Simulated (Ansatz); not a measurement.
**Turned bonded groups in CsHS**

These are results of DFT PBE+D3(BJ), scalar-relativistic, plane waves, PAW (Ansatz 0.2.0), not measurements.

Settings: cutoff 420 eV, Γ-centred mesh 4×4×4 on the computed 12-atom cell, Gaussian smearing of 0.02 eV; no spin polarisation for the host; each changed cell takes a mesh and smearing chosen by its own gap and starts from the host's moments or customary ones, or runs without spin. Cells and atoms are relaxed to the nearest stationary point that keeps the symmetry of their start (forces under 0.02 to 0.04 eV/Å, stress under 0.1 to 0.2 GPa); energies are at zero smearing, without zero-point or thermal terms.

First relaxed cell:

```
Cs H S
1.0
    -4.09315    4.09315    4.57149
     4.09315   -4.09315    4.57149
     4.09315    4.09315   -4.57149
Cs H S
4 4 4
Direct
  0.25000 0.75000 0.50000
  0.27100 0.27100 0.00000
  0.72900 0.72900 0.00000
  0.75000 0.25000 0.50000
  0.08090 0.23805 0.31895
  0.23805 0.91910 0.15715
  0.76195 0.08090 0.84285
  0.91910 0.76195 0.68105
  0.23715 0.75203 0.98918
  0.24797 0.23715 0.48512
  0.75203 0.76285 0.51488
  0.76285 0.24797 0.01082
```

After turning one bonded group (molecular ion or hydroxyl) at random and relaxing again (A):

```
Cs H S
1.0
    -4.13118    4.30432    4.34863
     4.11696   -4.31737    4.34758
     4.13272    4.31890   -4.36032
Cs H S
4 4 4
Direct
  0.21991 0.73480 0.48229
  0.23534 0.25201 0.98048
  0.71542 0.73084 0.99818
  0.73483 0.23139 0.48325
  0.38421 0.38710 0.48154
  0.21734 0.90616 0.14094
  0.72742 0.07554 0.83231
  0.88079 0.73892 0.65833
  0.21098 0.73866 0.97119
  0.22678 0.22651 0.47609
  0.71895 0.73507 0.49994
  0.72804 0.24300 0.99546
```

**Question.** Give the energy and gap of these cells against the first.

**Answer.**
```csv
cell,ΔE (meV/atom),space group,gap on mesh (eV)
first,0.0,I4/m,3.48
A,13.8,P1,3.07
```

Spin-orbit coupling is left out.

Cost: 3 runs of about 21 core-minutes in all, on Arm Neoverse V2 (shared hosts).